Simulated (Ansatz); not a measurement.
GaN:
```
GaN
1.0
    3.17486     0.00000     0.00000
   -1.58743     2.74951     0.00000
    0.00000     0.00000     7.52337
Ga N
2 2
Direct
  0.66667   0.33333   0.25000
  0.33333   0.66667   0.75000
  0.00000   0.00000   0.75000
  0.00000   0.00000   0.25000
```

Tensor components refer to the Cartesian frame of this cell.

Task: Give the high-frequency dielectric tensor and the Born effective charge tensors of the independent atoms from DFPT, plane-wave PAW r²SCAN+D4 (Ansatz code).

Result: 
ε∞:
```
5.17  0.00  0.00
0.00  5.17  0.00
0.00  0.00  3.01
```
Z* of atom 1 (Ga), rows: field, columns: displacement, in e:
```
3.07  0.00  0.00
0.00  3.07  0.00
0.00  0.00  0.96
```
Z* of atom 3 (N), rows: field, columns: displacement, in e:
```
-3.07   0.00   0.00
 0.00  -3.07   0.00
 0.00   0.00  -0.96
```

Static charges for comparison (Bader): Ga1 +1.61, N3 -1.61 e. Born charges measure polarisation by displacement and can exceed these by far.

Space group P6_3/mmc. The first step of the workflow began from a Materials Project structure, measured or hypothetical; the Crystallography Open Database copy checked does not list it. It is not the phase usual at ambient conditions (space group No. 186, 216). Symmetry was held in the r²SCAN+D4 relaxation; of distortions, only those at the zone centre were tested, and some modes there are weakly imaginary. Spin–orbit coupling is left out wherever it is not named.

Potentials: the later of the program's two PAW sets.
